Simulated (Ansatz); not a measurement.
An ordered 8-atom cell of Ga4SbAs3 on the zincblende lattice (I-42m) at its r2SCAN geometry, run in Ansatz 0.2.0 at 3 levels of theory. Spin-unpolarised throughout. Whether this structure exists isn't addressed.

The r2SCAN input:
```yaml
crystal:
  lattice:
    - [-2.8936630749, 2.8936630749, 5.7782565068]
    - [2.8936630749, -2.8936630749, 5.7782565068]
    - [2.8936630749, 2.8936630749, -5.7782565068]
  atoms:
    - { symbol: As, position: [0.25, 0.75, 0.5] }
    - { symbol: Ga, position: [0.8672292215, 0.3910728006, 0.0] }
    - { symbol: As, position: [0.5, 0.5, 0.0] }
    - { symbol: Ga, position: [0.1327707785, 0.1327707785, 0.523843579] }
    - { symbol: As, position: [0.75, 0.25, 0.5] }
    - { symbol: Ga, position: [0.3910728006, 0.8672292215, 0.0] }
    - { symbol: Sb, position: [0.0, 0.0, 0.0] }
    - { symbol: Ga, position: [0.6089271994, 0.6089271994, 0.476156421] }
kpoints:
  mp_grid: { grid: [6, 6, 6] }
  band_path:
    path:
      - [0.0, 0.0, 0.0]
      - [0.0, 0.0, 0.5]
      - [0.25, 0.25, 0.25]
      - [0.0, 0.5, 0.0]
      - [0.5, 0.5, -0.5]
      - [0.312696356, 0.687303644, -0.312696356]
      - [-0.312696356, 0.312696356, 0.312696356]
      - [-0.1253927119, 0.1253927119, 0.5]
      - [0.5, 0.5, -0.1253927119]
    npoints: 1
hamiltonian:
  xc: r2scan
scf:
  occupations: { method: fixed }
  n_extra_bands: 6
output:
  forces: true
  stress: true
  eigenvalues: true
```

Main results, then, where recorded, the levels near the gap in eV from the Fermi energy (columns number the bands from 0), one row a point of the path (Γ, X, P, N, M, S, S₀, R, G):
```
Crystal: 8 atoms, lattice volume = 193.532 Å³
Symmetry: 8 space group operations
Space group: I-42m (ITA 121)
```
```
Basis set: ecut = 500 eV, 4925 PW (Γ)
k-points: 30 of 216 (time reversal used)
SCF converged after 8 iterations
Free energy (F): -36256.977762 eV
Fermi energy:    7.764233 eV
--- Forces (eV/Å), atoms counted from 1 ---
  atom   1  As      0.00000      0.00000      0.00000
  atom   2  Ga    -0.00181      0.00181      0.00458
  atom   3  As      0.00000      0.00000      0.00000
  atom   4  Ga    -0.00181    -0.00181    -0.00458
  atom   5  As      0.00000      0.00000      0.00000
  atom   6  Ga      0.00181    -0.00181      0.00458
  atom   7  Sb      0.00000      0.00000      0.00000
  atom   8  Ga      0.00181      0.00181    -0.00458
--- Stress (GPa, compression-positive) ---
       -0.023121       0.000000       0.000000
        0.000000      -0.023121       0.000000
        0.000000       0.000000      -0.021495
  P = ⅓ Tr σ = -0.0226 GPa (-0.226 kbar)
```
```tsv
band_51	band_52	band_53	band_54	band_55	band_56	band_57	band_58
-2.733	-2.733	-0.007	0.000	0.000	0.643	1.675	1.799
-1.461	-1.380	-1.155	-0.920	-0.842	0.894	1.352	2.565
-2.166	-1.506	-1.484	-0.952	-0.952	1.963	1.963	2.313
-2.514	-2.374	-2.140	-1.506	-1.129	3.045	3.084	3.206
-2.575	-1.981	-1.981	-1.451	-1.451	1.564	1.718	1.718
-2.905	-2.203	-2.114	-1.182	-1.058	1.736	2.800	3.053
-2.905	-2.203	-2.114	-1.182	-1.058	1.736	2.800	3.053
-1.770	-1.550	-1.412	-1.284	-1.013	1.359	1.766	3.287
-1.770	-1.550	-1.412	-1.284	-1.013	1.359	1.766	3.287
```

r2SCAN gives a direct gap of 0.64 eV at Γ.

Problem. Another run on the same cell gave
```
Basis set: ecut = 420 eV, 3795 PW (Γ)
k-points: 13 of 64 (time reversal used)
hybrid outer 1: dexx = +4.729e-2 eV, tail = 2.81e-4 eV
hybrid outer 2: dexx = +7.174e-6 eV, tail = 1.54e-7 eV, Δε = 3.34e-3 eV, ΔF = 6.93e-4 eV/Å
hybrid outer 3: dexx = +5.841e-9 eV, tail = 2.66e-9 eV, Δε = 1.12e-4 eV, ΔF = 1.14e-5 eV/Å
hybrid SCF converged: 3 outer / 17 inner (+5 warm-up)
Free energy (F): -36197.327967 eV
Fermi energy:    7.612099 eV
--- Forces (eV/Å), atoms counted from 1 ---
  atom   1  As      0.00000      0.00000      0.00000
  atom   2  Ga    -0.01407      0.01407    -0.00002
  atom   3  As      0.00000      0.00000      0.00000
  atom   4  Ga    -0.01407    -0.01407      0.00002
  atom   5  As      0.00000      0.00000      0.00000
  atom   6  Ga      0.01407    -0.01407    -0.00002
  atom   7  Sb      0.00000      0.00000      0.00000
  atom   8  Ga      0.01407      0.01407      0.00002
--- Stress (GPa, compression-positive) ---
        0.407309       0.000000       0.000000
        0.000000       0.407309       0.000000
        0.000000       0.000000       0.394184
  P = ⅓ Tr σ = 0.4029 GPa (4.029 kbar)
```
```tsv
band_51	band_52	band_53	band_54	band_55	band_56	band_57	band_58
-2.862	-2.862	-0.008	0.000	0.000	1.006	2.017	2.091
-1.518	-1.447	-1.194	-0.956	-0.868	1.250	1.710	2.998
-2.237	-1.564	-1.541	-0.988	-0.988	2.358	2.358	2.698
-2.631	-2.470	-2.227	-1.569	-1.160	3.502	3.528	3.623
-2.685	-2.063	-2.063	-1.507	-1.507	1.851	2.029	2.058
-3.046	-2.303	-2.204	-1.218	-1.096	2.071	3.201	3.507
-3.046	-2.303	-2.204	-1.218	-1.096	2.071	3.201	3.507
-1.848	-1.610	-1.448	-1.322	-1.052	1.720	2.132	3.778
-1.848	-1.610	-1.448	-1.322	-1.052	1.720	2.132	3.778
```
Which level of theory gave it?

Solution. It is HSE06, judged by the exchange loop and the size of the gap (a near hybrid could fit too), on 4×4×4; the blocks that differ from the first input, but for the band path:
```yaml
kpoints:
  mp_grid: { grid: [4, 4, 4] }
hamiltonian:
  xc: hse06
```
HSE06 gives a direct gap of 1.01 eV at Γ. The mean stress, +0.4 GPa, is small, and the program warns that its thresholds are loose for a hybrid's stress.

PBE0. Against the first input these blocks differ (the band path and keys that only write files left aside):
```yaml
kpoints:
  mp_grid: { grid: [4, 4, 4] }
hamiltonian:
  xc: pbe0
```

```
Basis set: ecut = 420 eV, 3795 PW (Γ)
k-points: 13 of 64 (time reversal used)
hybrid outer 1: dexx = +6.639e-2 eV, tail = 3.54e-4 eV
hybrid outer 2: dexx = +1.578e-5 eV, tail = 2.63e-7 eV, Δε = 4.48e-3 eV, ΔF = 1.52e-3 eV/Å
hybrid outer 3: dexx = +7.555e-9 eV, tail = 1.67e-9 eV, Δε = 9.98e-5 eV, ΔF = 1.27e-5 eV/Å
hybrid SCF converged: 3 outer / 17 inner (+5 warm-up)
Free energy (F): -36196.542660 eV
Fermi energy:    7.307356 eV
--- Forces (eV/Å), atoms counted from 1 ---
  atom   1  As      0.00000      0.00000      0.00000
  atom   2  Ga    -0.01532      0.01532    -0.00136
  atom   3  As      0.00000      0.00000      0.00000
  atom   4  Ga    -0.01532    -0.01532      0.00136
  atom   5  As      0.00000      0.00000      0.00000
  atom   6  Ga      0.01532    -0.01532    -0.00136
  atom   7  Sb      0.00000      0.00000      0.00000
  atom   8  Ga      0.01532      0.01532      0.00136
--- Stress (GPa, compression-positive) ---
        0.192611       0.000000       0.000000
        0.000000       0.192611       0.000000
        0.000000       0.000000       0.181135
  P = ⅓ Tr σ = 0.1888 GPa (1.888 kbar)
```
```tsv
band_51	band_52	band_53	band_54	band_55	band_56	band_57	band_58
-2.928	-2.928	-0.011	0.000	0.000	1.567	2.644	2.707
-1.552	-1.487	-1.225	-0.985	-0.897	1.838	2.306	3.633
-2.300	-1.601	-1.578	-1.020	-1.020	2.976	2.976	3.316
-2.699	-2.541	-2.292	-1.612	-1.197	4.149	4.171	4.272
-2.748	-2.117	-2.117	-1.555	-1.555	2.472	2.649	2.684
-3.133	-2.360	-2.262	-1.253	-1.131	2.685	3.841	4.148
-3.133	-2.360	-2.262	-1.253	-1.131	2.685	3.841	4.148
-1.896	-1.641	-1.474	-1.353	-1.077	2.301	2.722	4.435
-1.896	-1.641	-1.474	-1.353	-1.077	2.301	2.722	4.435
```

With PBE0 the gap is 1.57 eV and direct, at Γ. The mean stress, +0.2 GPa, is small, and the program warns that its thresholds are loose for a hybrid's stress.

Small level splittings and stresses of the hybrids carry the error of their coarser meshes.

Totals of different functionals can't be compared.

Spin-orbit coupling is left out, which matters wherever the heavy atoms make up the band edges.
